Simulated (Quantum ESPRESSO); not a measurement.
# Strain and stress in Al2InGaP4

Calculated results; nothing here was measured. They come from pw.x of Quantum ESPRESSO 7.5, a plane-wave density functional program, with PseudoDojo standard norm-conserving files (v0.5 for PBE, v0.4.1 for LDA and PBEsol). The cells are made up: elements, strain and atom displacements were drawn at random, and nothing was relaxed. There is no spin polarisation, spin-orbit coupling or dispersion term.

The cell has 8 sites of a zincblende or diamond lattice. Sites 1 to 4 hold Al In Ga Al; sites 5 to 8 hold P P P P. Cell vectors in Å: (5.576, 0.063, 0.009); (0.063, 5.536, -0.041); (0.009, -0.041, 5.600). Settings: PBE, cutoff 1088 eV, 4 x 4 x 4 k mesh shifted by half a step, Fermi-Dirac smearing of 0.025 eV.

Each run adds the same strain along x and y to one cell, with the atoms carried along; the vectors above are those of run 4. Stress is positive in tension and P is minus a third of its trace. E is the free energy for each atom above the lowest run shown.

| run | strain (%) | s_xx (GPa) | s_yy (GPa) | s_zz (GPa) | s_xy (GPa) | P (GPa) | E (meV/atom) |
| --- | --- | --- | --- | --- | --- | --- | --- |
| 1 | -1.89 | -9.20 | -12.59 | -12.19 | -2.07 | 11.33 | 72.03 |
| 2 | -1.36 | -8.04 | -11.34 | -11.15 | -1.95 | 10.18 | 57.65 |
| 3 | -0.34 | -5.94 | -9.07 | -9.28 | -1.73 | 8.10 | 34.10 |
| 4 | -0.04 | -5.36 | -8.44 | -8.77 | -1.67 | 7.52 | 28.26 |
| 5 | 0.74 | -3.90 | -6.87 | -7.50 | -1.52 | 6.09 | 15.35 |
| 7 | 2.08 | -1.62 | -4.39 | -5.53 | -1.29 | 3.85 | 0.00 |
| 6 | 1.86 | ? | ? | ? | ? | ? | ? |

A rerun of one of these cells at 1377 eV and k mesh 6 x 6 x 6 moved values by no more than 0.007 eV in the cell's energy, 0.02 GPa in stress and 0.002 eV/Å in force.

## Worked fit

A parabola through the six runs shown gives s_xx = -5.28 + 1.92 e - 0.079 e² GPa, with e in per cent and a scatter of 0.01 GPa. The slope is a stiffness of 192 ± 1 GPa for each unit of this strain at e = 0, the sum of the responses of s_xx to strain along x and along y. The atoms are clamped, and relaxing them would in general lower it. The error is the larger of the fit's own and the change that a cubic makes, rounded up.

## Withheld run

Question: what s_xx should run 6 give?

The fit gives -1.98 GPa. The calculation gave -1.98 GPa.

```
run  strain (%)  s_xx (GPa)  s_yy (GPa)  s_zz (GPa)  s_xy (GPa)  P (GPa)  E (meV/atom)
  6        1.86       -1.98       -4.78       -5.83       -1.32     4.20          1.94
```